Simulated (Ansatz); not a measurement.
HfF$_{4}$:
Space group C2/c (No. 15); a = 11.7570 Å, b = 9.9147 Å, c = 7.6826 Å, α = γ = 90.00°, β = 126.14°

```csv
atom,site,symmetry,x,y,z
Hf,4e,2,0.0000,0.2142,0.7500
Hf,8f,1,0.2054,0.4287,0.3333
F,8f,1,0.2880,0.0293,0.3937
F,8f,1,0.1094,0.2921,0.0751
F,4e,2,0.0000,0.3928,0.2500
F,8f,1,0.3817,0.1204,0.2173
F,8f,1,0.1233,0.1535,0.6504
F,4d,-1,0.2500,0.2500,0.5000
F,8f,1,0.3829,0.4463,0.0445
```
(The calculation used a cell of 30 atoms; values per cell refer to that cell.)

Relaxed with r²SCAN. 

**Question.** HSE06 on this cell (Ansatz, an electronic-structure program, PAW) gives a gap of 7.78 eV. What does r²SCAN give?

**Answer.** 6.15 eV.

Cost on shared cores: the r²SCAN run (SCF on a 4×4×5 mesh, then bands and DOS) very roughly 25 core-minutes, the HSE06 run (SCF on 3×3×3, then a few points) very roughly 30 core-minutes; the tasks are unlike.

The workflow started from a Materials Project entry (that database holds measured and hypothetical structures alike); the Crystallography Open Database files this formula in space group No. 15, but the cells were not matched. Its standing as an ambient phase is unchecked. The cell was relaxed with r²SCAN under the symmetry of its start; whether a distortion lowers the energy is not shown. No spin polarisation was allowed. Spin–orbit coupling is left out wherever it is not named.

Potentials: the earlier of the program's two PAW sets. The files were generated under PBE; for other functionals the program regenerates the frozen cores, and for LDA and PBEsol the local potential too.

Ansatz is a plane-wave DFT program.
